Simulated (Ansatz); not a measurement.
CsGeI3:
```cif
data_Cs3Ge3I9
_chemical_formula_sum 'I9 Cs3 Ge3'
_space_group_name_H-M_alt 'R3m :H'
_space_group_IT_number 160
_space_group_name_Hall 'R 3 -2"'
_cell_length_a 8.43547
_cell_length_b 8.43547
_cell_length_c 10.76682
_cell_angle_alpha 90.000
_cell_angle_beta 90.000
_cell_angle_gamma 120.000
loop_
_atom_site_label
_atom_site_type_symbol
_atom_site_symmetry_multiplicity
_atom_site_Wyckoff_symbol
_atom_site_fract_x
_atom_site_fract_y
_atom_site_fract_z
_atom_site_occupancy
I1 I 9 b 0.50290 0.00579 0.00314 1
Cs1 Cs 3 a 0.00000 0.00000 0.00991 1
Ge1 Ge 3 a 0.00000 0.00000 0.54271 1
```
(The calculation used a cell of 5 atoms; values per cell refer to that cell.)

Relaxed at zero pressure with plane-wave PAW r²SCAN (Ansatz code).

Question: The volume is raised by 6 % and shape and atoms relax at that volume. What pressure results, and how do the axes share the change?

Answer: -0.5 GPa; a 1.5 %, b 1.5 %, c 2.9 %; the energy rises by 4 meV/atom.

Question: Give the new structure.

Answer: 
Space group R3m, hexagonal axes (No. 160); a = b = 8.5632 Å, c = 11.0748 Å, α = β = 90.00°, γ = 120.00°

```tsv
atom	site	symmetry	x	y	z
I	9b	.m	0.5051	0.0102	0.0018
Cs	3a	3m	0.0000	0.0000	0.0104
Ge	3a	3m	0.0000	0.0000	0.5463
```

The phase is kept; no other phase was compared at this pressure.

The workflow started from an entry of the Crystallography Open Database (COD, 293 K). Whether it is the stable phase at ambient conditions was not checked. The cell was relaxed with r²SCAN under the symmetry of its start; whether a distortion lowers the energy is not shown. Spin–orbit coupling is left out wherever it is not named.

Potentials: the later of the program's two PAW sets.
